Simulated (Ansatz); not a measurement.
YNbN3:
```yaml
crystal:
  lattice:
    - [4.03259, 0.00000, 0.00000]
    - [0.00000, 4.03259, 0.00000]
    - [0.00000, 0.00000, 4.03259]
  atoms:
    - { symbol: Y, position: [0.00000, 0.00000, 0.00000] }
    - { symbol: Nb, position: [0.50000, 0.50000, 0.50000] }
    - { symbol: N, position: [0.50000, 0.50000, 0.00000] }
    - { symbol: N, position: [0.50000, 0.00000, 0.50000] }
    - { symbol: N, position: [0.00000, 0.50000, 0.50000] }
```

Relaxed with r²SCAN.

Q: Tabulate the valence density and the electron localisation function along the shortest Y–N contact (2.85 Å), r²SCAN (plane waves, PAW; program Ansatz).

A: 

```
distance from Y (Å)  density (e/Å³)   ELF
-------------------  --------------  ----
0.29                           3.63  0.64
0.43                           3.55  0.80
0.57                           2.85  0.86
0.71                           1.87  0.86
0.86                           1.04  0.79
1.00                           0.52  0.54
1.14                           0.26  0.19
1.28                           0.16  0.07
1.43                           0.14  0.09
1.57                           0.17  0.25
1.71                           0.23  0.52
1.85                           0.36  0.68
2.00                           0.58  0.77
2.14                           0.99  0.80
2.28                           1.68  0.77
2.42                           2.56  0.64
2.57                           3.22  0.36
```

The density is the valence pseudo-density with augmentation charge, so density and ELF within about 1 Å of a nucleus are not all-electron values.

Space group Pm-3m (cubic perovskite). The start of the workflow was typed in or built on a structure type; neither database checked (COD, Materials Project) lists it. Whether it is the stable phase at ambient conditions was not checked. Symmetry was held in the r²SCAN relaxation; its stability against distortions is not shown here. The workflow began spin-polarised and lost its moments. Other orbital occupations within this spin state were not tried.

Potentials: the later of the program's two PAW sets.
